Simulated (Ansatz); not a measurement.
Data:

ScSi:
```
CELL_PARAMETERS angstrom
      3.28223     0.00000     0.00000
      0.00000     3.28223     0.00000
      0.00000     0.00000     3.28223
ATOMIC_POSITIONS crystal
  Sc 0.00000 0.00000 0.00000
  Si 0.50000 0.50000 0.50000
```

This is the PBEsol-relaxed structure.

Task: All from DFT-PBEsol in the program Ansatz with PAW potentials, unless another level is named. Give the electronic character.

Result: metallic (no gap).

Task: Give the density of states at the Fermi level.

Result: 1.2 states/eV per atom (mean over ±0.08 eV).

Task: What about the formation energy from the elements (no fitted shifts)?

Result: -0.48 eV/atom.

Space group Pm-3m (CsCl type). The cell is a constructed one: a structure type filled with these elements; neither database checked (COD, Materials Project) lists it. Its standing as an ambient phase is unchecked. The cell was relaxed with PBEsol under the symmetry of its start. At this level the phase is mechanically unstable. The run is not spin-polarised. The references are the lowest solids computed at this level, not always the standard phases.

Potentials: the earlier of the program's two PAW sets. The files were generated under PBE; for other functionals the program regenerates the frozen cores, and for LDA and PBEsol the local potential too.
